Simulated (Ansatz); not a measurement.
Where the states of YPd₃ lie

```
CELL_PARAMETERS angstrom
4.09992 0.00000 0.00000
0.00000 4.09992 0.00000
0.00000 0.00000 4.09992
ATOMIC_POSITIONS crystal
Y 0.00000 0.00000 0.00000
Pd 0.50000 0.50000 0.00000
Pd 0.50000 0.00000 0.50000
Pd 0.00000 0.50000 0.50000
```

The cell is the one relaxed in the Materials Project (mp-559), not relaxed further here; entries there can be hypothetical.

Spin polarisation is left out, and whether a magnetic state lies lower isn't shown here.

All numbers below come from DFT, PBEsol, all-electron LAPW, scalar-relativistic in Ansatz 0.2.0.

Settings: a Γ-centred 10×10×10 k mesh, Fermi–Dirac smearing of 0.05 eV, basis error target 1 meV/atom, no spin polarisation.

States per eV and cell, averaged over 0.6 eV, from -6.4 to 4.8 eV, with energies (bin centres) from the Fermi level; empty bins are left out. The partial columns, the largest 5 alone, are projections on Löwdin-orthogonalised atomic shells (those that the program's projection atoms carry: the occupied ones and, for some elements, an empty d or f shell; other empty shells have no column), summed over atoms of an element. Weights on diffuse s and p shells depend on that basis and aren't pure angular character.

```
E (eV)  total  Pd 4d  Y 4d  Y 5s  Y 4p  Pd 4s
  -6.2   0.05   0.00  0.00  0.04  0.00   0.00
  -5.6   0.26   0.01  0.00  0.22  0.00   0.01
  -5.0   0.48   0.05  0.03  0.35  0.00   0.02
  -4.4   2.87   1.75  0.46  0.46  0.01   0.03
  -3.8   9.65   7.96  1.02  0.39  0.02   0.03
  -3.2   7.52   6.84  0.46  0.07  0.03   0.01
  -2.6   7.00   6.40  0.32  0.10  0.03   0.00
  -2.0  10.98   9.93  0.65  0.09  0.03   0.01
  -1.4   8.67   7.79  0.53  0.04  0.01   0.00
  -0.8   4.10   3.54  0.25  0.14  0.00   0.00
  -0.2   3.71   2.70  0.48  0.33  0.00   0.00
   0.4   0.84   0.13  0.32  0.18  0.00   0.00
   1.0   0.33   0.03  0.12  0.05  0.00   0.00
   1.6   0.16   0.01  0.05  0.01  0.00   0.00
   2.2   4.84   0.80  1.91  0.07  0.00   0.01
   2.8   5.06   0.91  3.51  0.03  0.00   0.01
   3.4   1.79   0.25  1.34  0.00  0.00   0.00
   4.0   0.91   0.11  0.67  0.01  0.00   0.00
   4.6   1.82   0.12  1.18  0.11  0.00   0.00
```

Which of the resolved shells contributes most within 0.3 eV of the Fermi level?

Pd 4d, with 57 % of all states there; Y 4d follows with 20 %.

Where is the centre of the filled Pd 4d states between -14 eV and the top of the filled states?

-2.37 eV from the Fermi level.
